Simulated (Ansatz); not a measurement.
InP (zinc blende)

```yaml
crystal:
  lattice:
    - [0.00000, 5.95980, 5.95980]
    - [2.97990, 2.97990, 5.95980]
    - [2.97990, 2.97990, 0.00000]
  atoms:
    - { symbol: P, position: [0.00000, 0.75000, 0.75000] }
    - { symbol: P, position: [0.50000, 0.75000, 0.75000] }
    - { symbol: In, position: [0.00000, 0.00000, 0.00000] }
    - { symbol: In, position: [0.50000, 0.00000, 0.00000] }
```

A phonon eigenvector at X = (0.5, 0.5, 0.0) is frozen into this cell: atom i moves by Q times the vector below, so Q is the largest atomic displacement, in Å. The cell is held. It is one choice among 2 degenerate patterns. (q is in reciprocal vectors of the primitive cell; the cell shown is doubled to hold the pattern.)

```tsv
atom	x	y	z
P1	0.000	-1.000	0.000
P2	0.000	1.000	0.000
In3	0.196	0.000	0.000
In4	-0.196	0.000	0.000
```

Computed with PBE (plane waves to 420 eV, PAW, scalar-relativistic; Ansatz, a program for electronic structure). k mesh 10×10×10 (Γ-centred), Fermi-Dirac smearing 0.05 eV. Energies are smeared free energies. Compression counts positive. InP was relaxed with its symmetry unable to fall. The PAW data are Ansatz's earlier set. ΔE is measured from the undisplaced structure.

Problem. Estimate the ΔE (meV/cell) and P (GPa) for Q (Å) = -0.280, -0.187, -0.140, -0.093, -0.047, 0.093, 0.187, 0.233.

Solution. 
| Q (Å) | ΔE (meV/cell) | P (GPa) |
|---|---|---|
| -0.280 | 913 | 3.17 |
| -0.187 | 406 | 1.42 |
| -0.140 | 229 | 0.80 |
| -0.093 | 102 | 0.36 |
| -0.047 | 25 | 0.09 |
| 0.093 | 102 | 0.36 |
| 0.187 | 406 | 1.42 |
| 0.233 | 634 | 2.21 |

(A displaced cell: forces are minus the slopes of the energy, force constants its curvatures, and phonons follow from these.)
